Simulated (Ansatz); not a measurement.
Values for one crystal, relaxed and computed with the program Ansatz at the PBE level (PAW); other levels are named.

```yaml
volume_per_atom: 26.04 Å³
band_gap: 1.11 eV (direct)
Pressure derivative B′: 4.6
electron_effective_mass: 0.12, 0.13, 0.13 mₑ (principal values)
conduction_band_minimum: at Γ
Hole effective mass, band 2 of 2 at the edge: 0.13 along x, 1.8 along z (mₑ)
Hole effective mass, band 1 of 2 at the edge: 1.7 along x, 1.8 along z (mₑ)
```

Q: Which of these materials gives this?
A. TeO2, fluorite
B. CdSe, zinc blende
C. GaN, zinc blende
D. CdS, wurtzite

A: D, CdS, wurtzite

Space group P6_3mc (wurtzite). Symmetry was held in the PBE relaxation. Spin–orbit coupling is left out wherever it is not named.

Potentials: the later of the program's two PAW sets.
